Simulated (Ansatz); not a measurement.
Ge in space group I4/mmm (No. 139; Ge on 8h) at seven volumes, the program Ansatz at the PBEsol level (PAW), shape and atoms relaxed at each. One row is withheld.

| V (Å³/atom) | P (GPa) |
|---|---|
| 22.026 | 7.20 |
| 22.753 | 4.38 |
| 23.479 | 2.00 |
| 24.205 | 0.00 |
| 24.931 | ? |
| 25.657 | -3.12 |
| 26.383 | -4.31 |

Fit the shown pressures and predict the withheld one.

P = (3/2)B₀(x^(7/2) − x^(5/2))[1 + (3/4)(B′ − 4)(x − 1)] with x = (V₀/V)^(2/3). Least squares on the six rows gives V₀ = 24.205 Å³/atom, B₀ = 61.2 GPa, B′ = 4.68. At V = 24.931, x = 0.9805 and P = -1.69 GPa. The run itself gave -1.70 GPa.

The start of the workflow was typed in or built on a structure type; neither database checked (COD, Materials Project) lists it. It is not the phase usual at ambient conditions (space group No. 227). The cell was relaxed with PBEsol under the symmetry of its start; of distortions, only those at the zone centre were tested. The volume moved by 28 % from the start of the relaxation.

Potentials: the later of the program's two PAW sets.
